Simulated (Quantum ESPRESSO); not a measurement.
TaHf3O7N, one run as intended and one with a planted mistake

Simulated, not a measurement. The program is pw.x of Quantum ESPRESSO 7.5 (plane-wave density functional theory). The cell is made up: 12 atoms on a rutile lattice, with randomly drawn elements, strain and displacements, not relaxed. PseudoDojo standard norm-conserving files (v0.5 for PBE, v0.4.1 for LDA and PBEsol) set the functional; there is no spin polarisation, spin-orbit coupling or dispersion term, and the masses in the input are unused placeholders.

The hafnium pseudopotential is less sure than the others, with forces about 3 percent (worst 6) and pressure in oxides about 1.5 GPa (worst 2.7) from a second method in checks, which no rerun with the same files tests.

Intended input:

```
&control calculation='scf', pseudo_dir='./dojo.nc.sr.pbe.v0_5.standard.upf', outdir='./o', disk_io='low', tprnfor=.true., tstress=.true. /
&system ibrav=0, nat=12, ntyp=4, nbnd=54, ecutwfc=84.00895049, nosym=.true., tot_charge=0,
 occupations='smearing', smearing='fd', degauss=0.0018374661
/
&electrons conv_thr=7.350e-09, electron_maxstep=60, /
ATOMIC_SPECIES
Hf 1.0 Hf.upf
N 1.0 N.upf
O 1.0 O.upf
Ta 1.0 Ta.upf
CELL_PARAMETERS angstrom
4.9236 -0.0051 -0.0047
-0.0051 5.0095 0.0153
-0.0062 0.0203 6.7267
ATOMIC_POSITIONS angstrom
Ta 0.0087 -0.0058 0.0284
Hf 2.4032 2.4652 1.7105
Hf -0.0266 0.0607 3.3575
Hf 2.5286 2.5795 4.9799
O 1.3881 1.4275 -0.0293
O 3.444 3.3745 0.0395
O 4.0374 1.0335 1.7597
O 0.8781 4.0448 1.7456
O 1.4828 1.491 3.5458
N 3.3267 3.52 3.4391
O 3.995 1.0887 4.9128
O 1.0242 4.0307 5.1303
K_POINTS automatic
5 4 3 1 1 1
```

The log is shortened where brackets say so; the opening notice, blank lines, dates and the lines on written files are dropped, and the path of the files is cut. It prints rydbergs, bohrs and kilobars, and counts compression as positive stress. Where no state is partly filled, the Fermi energy that it prints is only some level between the filled and the empty states on the mesh, and need not lie in the true gap.

Log of the intended run:

```
     Program PWSCF v.7.5
     Parallel version (MPI & OpenMP), running on       4 processor cores
     Number of MPI processes:                 4
     Threads/MPI process:                     1
     [start-up lines left out]
     bravais-lattice index     =            0
     lattice parameter (alat)  =       9.3043  a.u.
     unit-cell volume          =    1119.6208 (a.u.)^3
     number of atoms/cell      =           12
     number of atomic types    =            4
     number of electrons       =        96.00
     number of Kohn-Sham states=           54
     kinetic-energy cutoff     =      84.0090  Ry
     charge density cutoff     =     336.0358  Ry
     scf convergence threshold =      7.3E-09
     mixing beta               =       0.7000
     number of iterations used =            8  plain     mixing
     Exchange-correlation= PBE
                           (   1   4   3   4   0   0   0)
     [axes and pseudopotential details left out]
   Cartesian axes
     site n.     atom                  positions (alat units)
         1        Ta     tau(   1) = (   0.0017670  -0.0011780   0.0057681  )
         2        Hf     tau(   2) = (   0.4880977   0.5006901   0.3474081  )
         3        Hf     tau(   3) = (  -0.0054025   0.0123284   0.6819191  )
         4        Hf     tau(   4) = (   0.5135668   0.5239048   1.0114337  )
         5        O      tau(   5) = (   0.2819276   0.2899298  -0.0059509  )
         6        O      tau(   6) = (   0.6994875   0.6853718   0.0080226  )
         7        O      tau(   7) = (   0.8200089   0.2099072   0.3574007  )
         8        O      tau(   8) = (   0.1783449   0.8215119   0.3545370  )
         9        O      tau(   9) = (   0.3011615   0.3028269   0.7201634  )
        10        N      tau(  10) = (   0.6756635   0.7149233   0.6984923  )
        11        O      tau(  11) = (   0.8113974   0.2211185   0.9978055  )
        12        O      tau(  12) = (   0.2080183   0.8186481   1.0419804  )
     number of k points=    30  Fermi-Dirac smearing, width (Ry)=  0.0018
                       cart. coord. in units 2pi/alat
        k(    1) = (   0.1002433   0.1225870   0.1217140), wk =   0.0666667
        k(    2) = (   0.0997790   0.1240769  -0.3662572), wk =   0.0666667
     [further k points left out]
     Dense  grid:   116435 G-vectors     FFT dimensions: (  60,  60,  75)
     Estimated max dynamical RAM per process >     298.83 MB
     Estimated total dynamical RAM >       1.08 GB
     Initial potential from superposition of free atoms
     starting charge      95.9935, renormalised to      96.0000
     Starting wfcs are   72 randomized atomic wfcs
     total cpu time spent up to now is        7.2 secs
     per-process dynamical memory:   212.5 Mb
     Self-consistent Calculation
     iteration #  1     ecut=    84.01 Ry     beta= 0.70
     Davidson diagonalization with overlap
     ethr =  1.00E-02,  avg # of iterations =  2.0
     total cpu time spent up to now is       18.9 secs
     total energy              =    -719.30927312 Ry
     estimated scf accuracy    <       5.70599512 Ry
     iteration #  2     ecut=    84.01 Ry     beta= 0.70
     Davidson diagonalization with overlap
     ethr =  5.94E-03,  avg # of iterations =  6.2
     total cpu time spent up to now is       35.5 secs
     total energy              =    -716.08607565 Ry
     estimated scf accuracy    <      36.86874623 Ry
     [iterations 3 to 16 left out]
     iteration # 17     ecut=    84.01 Ry     beta= 0.70
     Davidson diagonalization with overlap
     ethr =  3.86E-11,  avg # of iterations =  4.8
     total cpu time spent up to now is      245.5 secs
     total energy              =    -722.30951579 Ry
     estimated scf accuracy    <       0.00000001 Ry
     iteration # 18     ecut=    84.01 Ry     beta= 0.70
     Davidson diagonalization with overlap
     ethr =  1.16E-11,  avg # of iterations =  3.2
     total cpu time spent up to now is      258.2 secs
     End of self-consistent calculation
     [lines on levels left out]
     the Fermi energy is     9.6846 ev
!    total energy              =    -722.30951579 Ry
     estimated scf accuracy    <          1.7E-09 Ry
     smearing contrib. (-TS)   =      -0.00000000 Ry
     internal energy E=F+TS    =    -722.30951579 Ry
     The total energy is F=E-TS. E is the sum of the following terms:
     one-electron contribution =    -199.05739520 Ry
     hartree contribution      =     142.61349870 Ry
     xc contribution           =    -179.20415853 Ry
     ewald contribution        =    -486.66146077 Ry
     convergence has been achieved in  18 iterations
     Forces acting on atoms (cartesian axes, Ry/au):
     atom    1 type  4   force =     0.05396261   -0.00752997   -0.03693964
     atom    2 type  1   force =     0.03760737    0.04180789    0.09101712
     atom    3 type  1   force =    -0.02213462   -0.03958872    0.04658849
     atom    4 type  1   force =    -0.00296181   -0.00266899   -0.03385721
     atom    5 type  3   force =    -0.03346814   -0.04372388    0.04276935
     atom    6 type  3   force =     0.01981870    0.05061070    0.02892825
     atom    7 type  3   force =    -0.01029316   -0.02164802   -0.08393618
     atom    8 type  3   force =    -0.00630101    0.01367262   -0.09780830
     atom    9 type  3   force =     0.01222891    0.01116071   -0.06494637
     atom   10 type  2   force =     0.00966654    0.00014449   -0.07903874
     atom   11 type  3   force =     0.03025814   -0.06721075    0.10044954
     atom   12 type  3   force =    -0.08838354    0.06497392    0.08677369
     Total force =     0.305210     Total SCF correction =     0.000105
     Computing stress (Cartesian axis) and pressure
          total   stress  (Ry/bohr**3)                   (kbar)     P=     -163.86
  -0.00080238  -0.00017880  -0.00004202         -118.03      -26.30       -6.18
  -0.00017880  -0.00097508  -0.00008293          -26.30     -143.44      -12.20
  -0.00004202  -0.00008293  -0.00156415           -6.18      -12.20     -230.09
     init_run     :      6.74s CPU      7.01s WALL (       1 calls)
     electrons    :    250.06s CPU    251.02s WALL (       1 calls)
     forces       :      2.43s CPU      2.46s WALL (       1 calls)
     stress       :      8.20s CPU      8.41s WALL (       1 calls)
     [timing details left out]
     PWSCF        :   4m27.66s CPU   4m29.20s WALL
     JOB DONE.
```

A second run has one planted mistake: the cell has the wrong charge. The input lines that differ, file-writing options aside:

```
- &system ibrav=0, nat=12, ntyp=4, nbnd=54, ecutwfc=84.00895049, nosym=.true., tot_charge=0,
+ &system ibrav=0, nat=12, ntyp=4, nbnd=55, ecutwfc=84.00895049, nosym=.true., tot_charge=-1,
```

Its log:

```
     Program PWSCF v.7.5
     Parallel version (MPI & OpenMP), running on       4 processor cores
     Number of MPI processes:                 4
     Threads/MPI process:                     1
     [start-up lines left out]
     bravais-lattice index     =            0
     lattice parameter (alat)  =       9.3043  a.u.
     unit-cell volume          =    1119.6208 (a.u.)^3
     number of atoms/cell      =           12
     number of atomic types    =            4
     number of electrons       =        97.00
     number of Kohn-Sham states=           55
     kinetic-energy cutoff     =      84.0090  Ry
     charge density cutoff     =     336.0358  Ry
     scf convergence threshold =      7.3E-09
     mixing beta               =       0.7000
     number of iterations used =            8  plain     mixing
     Exchange-correlation= PBE
                           (   1   4   3   4   0   0   0)
     [axes and pseudopotential details left out]
   Cartesian axes
     site n.     atom                  positions (alat units)
         1        Ta     tau(   1) = (   0.0017670  -0.0011780   0.0057681  )
         2        Hf     tau(   2) = (   0.4880977   0.5006901   0.3474081  )
         3        Hf     tau(   3) = (  -0.0054025   0.0123284   0.6819191  )
         4        Hf     tau(   4) = (   0.5135668   0.5239048   1.0114337  )
         5        O      tau(   5) = (   0.2819276   0.2899298  -0.0059509  )
         6        O      tau(   6) = (   0.6994875   0.6853718   0.0080226  )
         7        O      tau(   7) = (   0.8200089   0.2099072   0.3574007  )
         8        O      tau(   8) = (   0.1783449   0.8215119   0.3545370  )
         9        O      tau(   9) = (   0.3011615   0.3028269   0.7201634  )
        10        N      tau(  10) = (   0.6756635   0.7149233   0.6984923  )
        11        O      tau(  11) = (   0.8113974   0.2211185   0.9978055  )
        12        O      tau(  12) = (   0.2080183   0.8186481   1.0419804  )
     number of k points=    30  Fermi-Dirac smearing, width (Ry)=  0.0018
                       cart. coord. in units 2pi/alat
        k(    1) = (   0.1002433   0.1225870   0.1217140), wk =   0.0666667
        k(    2) = (   0.0997790   0.1240769  -0.3662572), wk =   0.0666667
     [further k points left out]
     Dense  grid:   116435 G-vectors     FFT dimensions: (  60,  60,  75)
     Estimated max dynamical RAM per process >     301.74 MB
     Estimated total dynamical RAM >       1.10 GB
     Initial potential from superposition of free atoms
     starting charge      95.9935, renormalised to      97.0000
     Starting wfcs are   72 randomized atomic wfcs
     total cpu time spent up to now is       11.2 secs
     per-process dynamical memory:   214.5 Mb
     Self-consistent Calculation
     iteration #  1     ecut=    84.01 Ry     beta= 0.70
     Davidson diagonalization with overlap
     ethr =  1.00E-02,  avg # of iterations =  2.0
     total cpu time spent up to now is       23.8 secs
     total energy              =    -718.96475720 Ry
     estimated scf accuracy    <       4.80994306 Ry
     iteration #  2     ecut=    84.01 Ry     beta= 0.70
     Davidson diagonalization with overlap
     ethr =  4.96E-03,  avg # of iterations =  5.7
     total cpu time spent up to now is       41.2 secs
     total energy              =    -716.46048982 Ry
     estimated scf accuracy    <      27.45365524 Ry
     [iterations 3 to 15 left out]
     iteration # 16     ecut=    84.01 Ry     beta= 0.70
     Davidson diagonalization with overlap
     ethr =  4.47E-10,  avg # of iterations =  2.0
     total cpu time spent up to now is      249.5 secs
     total energy              =    -721.52097811 Ry
     estimated scf accuracy    <       0.00000007 Ry
     iteration # 17     ecut=    84.01 Ry     beta= 0.70
     Davidson diagonalization with overlap
     ethr =  7.33E-11,  avg # of iterations =  5.1
     total cpu time spent up to now is      264.1 secs
     End of self-consistent calculation
     [lines on levels left out]
     the Fermi energy is    11.2766 ev
!    total energy              =    -721.52097812 Ry
     estimated scf accuracy    <          4.4E-09 Ry
     smearing contrib. (-TS)   =      -0.00072897 Ry
     internal energy E=F+TS    =    -721.52024915 Ry
     The total energy is F=E-TS. E is the sum of the following terms:
     one-electron contribution =    -198.36367885 Ry
     hartree contribution      =     143.71319481 Ry
     xc contribution           =    -180.20830433 Ry
     ewald contribution        =    -486.66146077 Ry
     convergence has been achieved in  17 iterations
     Forces acting on atoms (cartesian axes, Ry/au):
     atom    1 type  4   force =     0.02723732   -0.00315125   -0.03490584
     atom    2 type  1   force =     0.03638675    0.03961942    0.05982287
     atom    3 type  1   force =    -0.02363113   -0.04469879    0.04789656
     atom    4 type  1   force =    -0.00402725   -0.00038010   -0.01116137
     atom    5 type  3   force =    -0.01369087   -0.01867657    0.04410001
     atom    6 type  3   force =     0.00636650    0.03657224    0.02967632
     atom    7 type  3   force =    -0.02666178    0.00148789   -0.03525499
     atom    8 type  3   force =     0.01774383   -0.01272419   -0.04722635
     atom    9 type  3   force =     0.01452188    0.01215047   -0.06523550
     atom   10 type  2   force =     0.00997925   -0.00003101   -0.07821869
     atom   11 type  3   force =     0.01534072   -0.04739783    0.05610221
     atom   12 type  3   force =    -0.05956524    0.03722973    0.03440477
     Total force =     0.213110     Total SCF correction =     0.000177
     Computing stress (Cartesian axis) and pressure
          total   stress  (Ry/bohr**3)                   (kbar)     P=       -5.87
   0.00021410  -0.00008624  -0.00006213           31.50      -12.69       -9.14
  -0.00008624   0.00007608  -0.00007700          -12.69       11.19      -11.33
  -0.00006213  -0.00007700  -0.00040980           -9.14      -11.33      -60.28
     init_run     :     10.54s CPU     10.94s WALL (       1 calls)
     electrons    :    251.84s CPU    252.90s WALL (       1 calls)
     forces       :      2.52s CPU      2.55s WALL (       1 calls)
     stress       :      8.53s CPU      8.75s WALL (       1 calls)
     [timing details left out]
     PWSCF        :   4m33.74s CPU   4m35.52s WALL
     JOB DONE.
```

|  | intended run | run with the mistake |
| --- | --- | --- |
| free energy (eV) | -9827.522 | -9816.793 |
| smearing term -TS (eV) | 0.0000 | -0.0099 |
| pressure (GPa) | -16.39 | -0.59 |
| largest force component (eV/Å) | 2.583 | 2.011 |
| largest change of a force component (eV/Å) |  | 1.346 |
| iterations | 18 | 17 |

For scale, a rerun of the intended cell at a cutoff of 1437 eV and k mesh 7 x 6 x 5 moved values by no more than 0.004 eV in energy, 0.04 GPa in stress and 0.003 eV/Å in force. The charged cell sits in a uniform background, so its energy and stress rest on the program's zero of potential. The number of bands, nbnd, was set by rule from the electron count and the smearing, so it follows the mistake.